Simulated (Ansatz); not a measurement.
## Computed properties of MgRh

MgRh (CsCl type, space group No. 221), a = b = c = 3.083 Å, α = β = γ = 90.00°.

Space group Pm-3m (No. 221), CsCl type; conventional cell a = 3.0829 Å, b = 3.0829 Å, c = 3.0829 Å, α = 90.00°, β = 90.00°, γ = 90.00°.

Method: the program Ansatz at the PBEsol level (PAW). The cell and atoms are relaxed at this level. Other levels are named where they apply.

**Cell and energy**

- Volume per atom: 14.65 Å³
- Density: 7.21 g/cm³
- Formation energy from the elements (no fitted shifts): -0.38 eV/atom

**Electronic structure**

- Electronic character = metallic (no gap)
- Density of states at the Fermi level = 0.51 states/eV per atom (mean over ±0.08 eV)
- Gap with spin–orbit coupling = none (metallic)

**Mechanics**

Bulk modulus (Birch–Murnaghan fit): 127 GPa
Pressure derivative B′: 4.5
Elastic constants (relaxed ions, GPa): C11 = 182, C12 = 99.9, C44 = 82.7
Mechanical stability: stable (all eigenvalues of C positive)
Hill bulk and shear moduli: 127 and 62.5 GPa
Young's modulus: 161 GPa
Poisson's ratio: 0.29
Debye temperature from the elastic constants: 400 K

**Phonons**

- Highest zone-centre frequency = 286 cm^-1
- Zone-centre stability = no imaginary mode at Γ

The workflow started from an entry of the Crystallography Open Database (COD). Its standing as an ambient phase is unchecked. The PBEsol relaxation kept the symmetry of its start. The run is not spin-polarised. As this level gives no gap, shear constants depend on the k-mesh and smearing (Fermi–Dirac, 0.1 eV here). As this level gives no gap, phonon frequencies hold no LO–TO term and depend on the k-mesh and smearing (Fermi–Dirac, 0.1 eV here). The references are the lowest solids computed at this level, not always the standard phases. Spin–orbit coupling is left out wherever it is not named.

Potentials: the later of the program's two PAW sets.
